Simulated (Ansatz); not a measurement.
Reading a calculation: GdP (rocksalt structure)

Level of theory: DFT, PBEsol, scalar-relativistic, collinear spin; plane waves to 420 eV with PAW datasets (Ansatz 0.2.0), Γ-centred 10×10×10 mesh, 0.05 eV Gaussian smearing. The datasets are Ansatz's generated set soft_2.

The cell was built from a prototype; rock salt is the usual structure of such lanthanide and actinide compounds.

The relaxed structure (symmetry read at 0.01 Å). The structure is cubic, space group Fm-3m (No. 225). Conventional cell: a = 5.654 Å, b = 5.654 Å, c = 5.654 Å, α = 90.00°, β = 90.00°, γ = 90.00°. Gd (site symmetry m-3m) is surrounded by 6 P at 2.83 Å. Around P (site symmetry m-3m) lie 6 Gd at 2.83 Å. (Shells end 15 % past the nearest neighbour.)

Problem. Should it be a metal or an insulator?

Solution. Formal charges Gd³⁺, P³⁻ leave Gd³⁺ with an open 4f⁷ shell. The run still finds no gap: within 0.1 eV of the Fermi level the projected states are 49 % Gd 5d, 44 % P 3p.

Problem. What moment should the f shell carry?

Solution. Hund's first rule gives Gd³⁺ with 7 f electrons 7 unpaired spins, a spin moment of 7 μB; the run has 6.93 μB on Gd (atomic spheres) and 7.11 f electrons on orthogonalised orbitals. The moment is close to the ion's, so in this run the shell is localised and nearly fully polarised.

Problem. How stiff is it, in energy terms?

Solution. B0·V0 = 86.2 GPa × 22.58 Å³ = 12.15 eV/atom sets the scale: near the minimum ΔE ≈ ½ B0 V0 x², with x = V/V0 − 1, and a pressure of 0.9 GPa squeezes the volume by about 1 %. At the ends of the curve: x = −4.0 % predicts 9.5 meV/atom and the run gives 10.2; x = +4.0 % predicts 9.9 meV/atom and the run gives 9.3. The curve is steeper than the parabola on the compressed side and flatter on the expanded side: the bulk modulus rises with pressure.

All results together:

```
Volume                                                : 22.59 Å³/atom
Band gap                                              : zero (metallic)
Density of states at the Fermi level                  : 0.10 states/(eV·atom) (so small a value isn't resolved on this mesh)
Magnetic state                                        : ferromagnetic (the only order tried)
Site spin moments                                     : Gd 6.93; P -0.07 μB
Spin moment of the cell                               : 6.98 μB
f electrons (orthogonalised atomic orbitals)          : Gd 7.11
Formation energy from the elements (0 K, uncorrected) : -1.64 eV/atom
Bulk modulus (Birch–Murnaghan)                        : 86 GPa
Pressure derivative B0′                               : 3.6
```

Without a U the 4f levels of Gd lie too near the Fermi level, so their share of the states there, and what hangs on it, is overstated. Spin–orbit coupling, which matters for such heavy elements, is left out. Site moments are of spin, integrated over atomic spheres. Only parallel moments were tried, so the real magnetic order may be another.
